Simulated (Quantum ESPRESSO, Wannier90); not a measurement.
# LiNbO3 (R-3c), plane waves to Wannier functions

```yaml
crystal:
  lattice:
    - [-2.63472, 4.56347, 0.00000]
    - [-5.26944, 0.00000, 0.00000]
    - [-2.63472, 1.52116, 4.63437]
  atoms:
    - { symbol: Li, position: [0.25000, 0.25000, 0.25000] }
    - { symbol: Li, position: [0.75000, 0.75000, 0.75000] }
    - { symbol: Nb, position: [0.00000, 0.00000, 0.00000] }
    - { symbol: Nb, position: [0.50000, 0.50000, 0.50000] }
    - { symbol: O, position: [0.75000, 0.37036, 0.75000] }
    - { symbol: O, position: [0.25000, 0.62964, 0.25000] }
    - { symbol: O, position: [0.12964, 0.75000, 0.75000] }
    - { symbol: O, position: [0.87036, 0.25000, 0.25000] }
    - { symbol: O, position: [0.37036, 0.12963, 0.75000] }
    - { symbol: O, position: [0.62964, 0.87037, 0.25000] }
```

Structure: Materials Project mp-552588, symmetrised, not relaxed again. COD (Crystallography Open Database) has the formula in 3 space groups, this one among them (matched by group alone). Computed values, not measurements, from PBEsol: Quantum ESPRESSO (norm-conserving PseudoDojo potentials, cutoff 68 Ry, no spin polarisation, no spin-orbit coupling) on a Γ-centred 6×6×6 mesh, then Wannier90. Density: 8×8×8 mesh, cold smearing 0.01 Ry.

Base run: 28 functions from bands 17-66 of the 66 computed, start hydrogen-like Nb: d; O: p, centres 0.05 Å off the atoms, frozen window up to 3.88 eV relative to the valence-band maximum, outer window open. One thing is changed at a time; window edges are relative to the valence-band maximum. The misfit compares interpolated bands with pw.x on a high-symmetry path, for states up to 3.4 eV relative to the valence-band maximum. Converged means that the tolerances were met: symmetric starts can stop on a saddle, which shows as a larger Ω_OD at equal Ω_I and can move the misfit too.

```json
[
 {"setting": "base", "functions": "28", "frozen to (eV)": "3.88", "Ω_I (Å²)": "23.88", "Ω_D (Å²)": "0.00", "Ω_OD (Å²)": "0.29", "rms misfit (meV)": "0.3", "worst (meV)": "4.4", "ended": "converged"}
]
```

Task: Starting from this base row, predict which settings stop with an error, and how Ω_I and the misfit move in the others: frozen window to 4.88 eV; frozen window to 3.38 eV; outer window to 9.41 eV; outer window to 15.41 eV.

Result: 
```json
[
 {"setting": "frozen window to 4.88 eV", "functions": "28", "frozen to (eV)": "4.88", "Ω_I (Å²)": "24.19", "Ω_D (Å²)": "0.00", "Ω_OD (Å²)": "0.33", "rms misfit (meV)": "0.1", "worst (meV)": "0.8", "ended": "converged"},
 {"setting": "frozen window to 3.38 eV", "functions": "28", "frozen to (eV)": "3.38", "Ω_I (Å²)": "23.66", "Ω_D (Å²)": "0.00", "Ω_OD (Å²)": "0.26", "rms misfit (meV)": "1.5", "worst (meV)": "20", "ended": "converged"},
 {"setting": "outer window to 9.41 eV", "functions": "28", "frozen to (eV)": "3.88", "Ω_I (Å²)": "–", "Ω_D (Å²)": "–", "Ω_OD (Å²)": "–", "rms misfit (meV)": "–", "worst (meV)": "–", "ended": "stops: too few bands in the window"},
 {"setting": "outer window to 15.41 eV", "functions": "28", "frozen to (eV)": "3.88", "Ω_I (Å²)": "24.32", "Ω_D (Å²)": "0.00", "Ω_OD (Å²)": "0.33", "rms misfit (meV)": "0.2", "worst (meV)": "3.3", "ended": "converged"}
]
```
